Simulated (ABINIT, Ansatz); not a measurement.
Given: the input of a run of Ansatz 0.2.0 on SnTe3. Atoms were shifted at random by some hundredths of an Å from the given cell, which wasn't relaxed again for these runs. The cell comes from a database or a generator and needn't be the stable form of this composition.

File input.yaml:

```yaml
crystal:
  lattice:
    - [0.0, 3.861219, 3.861219]
    - [3.861219, 0.0, 3.861219]
    - [3.861219, 3.861219, 0.0]
  atoms:
    - { symbol: Te, position: [0.500798, 0.509627, 0.488158] }
    - { symbol: Te, position: [0.753282, 0.746825, 0.749367] }
    - { symbol: Te, position: [0.240501, 0.256363, 0.255882] }
    - { symbol: Sn, position: [-0.00029, 0.000104, -0.000658] }
hamiltonian:
  xc: pbesol
  pseudopotentials: { kind: paw }
kpoints:
  mp_grid: { grid: [6, 6, 6] }
scf:
  occupations: { method: fermi_dirac, width: 0.05 }
output:
  forces: true
  stress: true
  eigenvalues: true
```

Potentials or basis: Ansatz PAW.

The run is started by

```console
$ ansatz run input.yaml --threads 1 --pin off --max-ram 3584MiB --backend cpu --events-out ev --progress --plain --runs-dir out
```

Q: Set up the same calculation for ABINIT 10.8.3 (patched build). Potentials or basis there: PseudoDojo NC SR PBEsol v0.4.1 standard, cutoff 1088 eV.

A: As run (cutoffs and basis follow the program's own potentials, and thresholds, step limits or extra output files can differ):

File run.abi:

```
pp_dirpath "./"
pseudos "Te.upf, Sn.upf"

acell 3*1.0
rprim
     0.0000000000     7.2966464172     7.2966464172
     7.2966464172     0.0000000000     7.2966464172
     7.2966464172     7.2966464172     0.0000000000
ntypat 2
znucl 52 50
natom 4
typat 1 1 1 2
xred
     0.5007980000     0.5096270000     0.4881580000
     0.7532820000     0.7468250000     0.7493670000
     0.2405010000     0.2563630000     0.2558820000
    -0.0002900000     0.0001040000    -0.0006580000
chkprim 0
chksymtnons 0
tolsym 1.0e-6

ecut 40.0

kptopt 1
ngkpt 6 6 6
nshiftk 1
shiftk 0.0 0.0 0.0

ixc -116133

nband 38
occopt 3
tsmear 0.00183747

nstep 100
tolvrs 1.0e-10

iomode 3
prtwf 0
prtden 0
prteig 0
prtebands 0
enunit 2
prtvol 2
```

Potentials or basis: PseudoDojo NC SR PBEsol v0.4.1 standard.

Command:

```bash
$ mpirun --bind-to none -np 4 abinit run.abi > log 2>&1
```

Both were run:

|  | Ansatz | ABINIT |
| --- | --- | --- |
| Pressure | -2.8 GPa | -2.7 GPa |
| Largest force | 0.089 eV/Å | 0.088 eV/Å |
| Energy over the undisturbed cell | -0.2 meV/atom | -0.1 meV/atom |

Ansatz's pressure holds a Pulay term of +0.03 GPa for its cutoff of 420 eV, which the other run lacks.

Ansatz's potentials were made for PBE.

Where Ansatz's input types no cutoff or centring, it takes its own default and a Γ-centred mesh.

The undisturbed cell isn't at this level's minimum, so the move can lower the energy.

Pressure is positive in compression.
